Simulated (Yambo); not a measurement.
Quantum ESPRESSO input (PBEsol, PseudoDojo standard norm-conserving files, scalar-relativistic) whose wavefunctions are converted with p2y:

```
&CONTROL
  calculation = 'nscf'
  pseudo_dir = './pseudo'
  outdir = './out'
/
&SYSTEM
  ibrav = 0
  nat = 2
  ntyp = 2
  ecutwfc = 84.0
  ecutrho = 336.0
  occupations = 'fixed'
  force_symmorphic = .true.
  nbnd = 99
/
&ELECTRONS
  conv_thr = 2e-09
  diago_full_acc = .true.
  diago_thr_init = 1e-08
/
ATOMIC_SPECIES
O 15.9990 O.upf
Ba 137.3270 Ba.upf
CELL_PARAMETERS angstrom
  0.000000000000   2.660490993716   2.660490993716
  2.660490993716   0.000000000000   2.660490993716
  2.660490993716   2.660490993716   0.000000000000
ATOMIC_POSITIONS crystal
O   0.499999858579   0.499999858579   0.499999858579
Ba   0.999999858579   0.999999858579   0.999999858579
K_POINTS automatic
4 4 4 0 0 0
```

Yambo's initialisation report on symmetry, reciprocal space, the k grid and the gaps on this mesh:

```
  [02.02] Symmetries
  ==================

  Inversion symmetry    : yes
  Spatial inversion     : yes
  Inversion index       :  25
  K-space Time-reversal : no
  Magnetic symmetries   : no
  Group table correct   : yes
  Symmetries units      :  [cc]

  [02.03] Reciprocal space
  ========================

  nG shells         :  290
  nG charge         :  26469
  nG WFs            :   3991
  nC WFs            :   3327
  G-vecs. in first 29 shells:  [ Number ]
     1    9   15   27   51   59   65   89  113
    137   169   181   229   259   283   307   331   339
    387   411   459   531   537   561   609   645   701
    725   749
  ...
  Shell energy in first 29 shells:  [ mHa ]
    0.00000      585.693      780.923      1561.85      2147.54      2342.77      3123.69      3709.39      3904.62
    4685.54      5271.23      6247.39      6833.08      7028.31      7809.23      8394.93      8590.16      9371.08
    9956.77      10152.0      10932.9      11518.6      12494.8      13080.5      13275.7      14056.6      14642.3
    14837.5      15618.5
  ...

  [02.04] K-grid lattice
  ======================

  Compatible Grid is   : 3D
  Base K vectors       :  K_min[ 1 ]  K_min[ 2 ]  K_min[ 3 ]
  K_min[ 1 ] :  0.000000  0.250000  0.000000 [rlu]
  K_min[ 2 ] : -0.250000  0.000000  0.000000 [rlu]
  K_min[ 3 ] :  0.000000  0.000000  0.250000 [rlu]
  Grid dimensions      :   4   4   4
  K lattice UC volume  :  0.015249 [a.u.]

  IBZ K-points                                      :   8
  BZ  K-points                                      :   64

  K/Q-points units:
  rlu = crystal or reduced units; cc = cartesian coordinates; iku = interal k-units

  K [1]          [rlu]:  0.000000  0.000000  0.000000
         WF components:   3287
  K [2]          [rlu]:  0.000000  0.000000  0.250000
         WF components:   3317
  K [3]          [rlu]:  0.000000  0.000000 -0.500000
         WF components:   3316
  K [4]          [rlu]:  0.000000  0.250000  0.250000
         WF components:   3327
  K [5]          [rlu]:  0.000000  0.250000 -0.500000
         WF components:   3295
  K [6]          [rlu]:  0.000000  0.250000 -0.250000
         WF components:   3310
  K [7]          [rlu]:  0.000000 -0.500000 -0.500000
         WF components:   3306
  K [8]          [rlu]:  0.250000 -0.500000 -0.250000
         WF components:   3268

  [02.05] Energies & Occupations
  ==============================

  [X] === General ===
  [X] Electronic Temperature                        :  0.000000  0.000000 [eV K]
  [X] Bosonic    Temperature                        :  0.000000  0.000000 [eV K]
  [X] Finite Temperature mode                       : no
  [X] El. density                                   :  0.42482E+24 [cm-3]
  [X] Fermi Level                                   :  10.27611 [eV]

  [X] === Gaps and Widths ===
  [X] Conduction Band Min                           :  1.444770 [eV]
  [X] Valence Band Max                              :  0.000000 [eV]
  [X] Filled Bands                                  :   8
  [X] Empty Bands                                   :    9   99
  [X] Direct Gap                                    :  1.444770 [eV]
  [X] Direct Gap localized at k                     :   7
  [X] Indirect Gap                                  :  1.444770 [eV]
  [X] Indirect Gap between kpts                     :   7   7
  [X] Last valence band width                       :  2.126960 [eV]
  [X] 1st conduction band width                     :  3.516591 [eV]
```
The gaps are PBEsol values on this mesh alone; only operations without fractional translations are kept.

Geometry strained from the cell relaxed with PBEsol, atoms relaxed again.
